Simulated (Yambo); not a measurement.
Yambo run on SiC (2H, space group P6_3mc, No. 186). The wavefunctions are PBE (Quantum ESPRESSO, PseudoDojo norm-conserving, 82 Ry, no spin-orbit coupling) ones on a 6×6×4 mesh (8 occupied bands); a = b = 3.074 Å, c = 5.045 Å, α = β = 90.00°, γ = 120.00°.

Yambo input:

```
rim_cut
gw0
dyson
el_el_corr
HF_and_locXC
cohsex
em1s
RandQpts= 1000000
RandGvec= 1 Ry
EXXRLvcs= 82 Ry
VXCRLvcs= 328 Ry
Chimod= "HARTREE"
% BndsRnXs
 1 | 76 |
%
NGsBlkXs= 8 Ry
% LongDrXs
 1.0 | 1.0 | 1.0 |
%
ExtendOut
% QPkrange
 1 | 1 | 8 | 8 |
 10 | 10 | 8 | 9 |
 19 | 19 | 9 | 9 |
%
```

k points by index: 1 = Γ, 10 = M, 19 = K.

Resulting energies as the program prints them:

```
#    K-point    Band    Eo [eV]    E [eV]    E-Eo [eV]    Vxc [eV]    Vnlxc [eV]    Sc|Eo [eV]    Re(Z)    Im(Z)
#
    1    8    0.000000    -2.735034    -2.735034    -15.02853    -17.55645    -0.207114    1.000000    0.000000
    10    8    -1.198122    -4.116024    -2.917902    -14.52125    -17.56282    0.123669    1.000000    0.000000
    10    9    2.789983    1.509883    -1.280100    -10.57822    -6.105113    -5.753203    1.000000    0.000000
    19    9    2.278900    0.873173    -1.405727    -9.906794    -5.680973    -5.631548    1.000000    0.000000
```
(The two width columns are left out.) Convergence of these settings isn't established.

Geometry of the Materials Project entry, not relaxed at this level.
